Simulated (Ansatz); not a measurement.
# Equation of state of barium, fcc

Computed with Ansatz, DFT, BLYP, plane waves (420 eV) with PAW, scalar-relativistic. The PAW files were generated under PBE, with cores re-solved for the functional.

The cell is scaled uniformly from the relaxed one, with fractional coordinates and shape fixed. Energies are extrapolated to zero smearing, pressures are those at the given smearing. Magnetic state: spin not included.

```csv
V (Å³/atom),E − E₀ (meV/atom),P (GPa)
59.120,28.4,1.23
61.808,12.3,0.77
64.495,3.2,0.37
67.182,0.0,0.04
69.870,2.0,-0.25
72.557,8.6,-0.50
75.244,18.9,-0.71
```

Problem. Fit a third-order Birch-Murnaghan equation.

Solution. V₀ = 67.42 Å³/atom, B₀ = 7.7 GPa, B₀′ = 2.6.
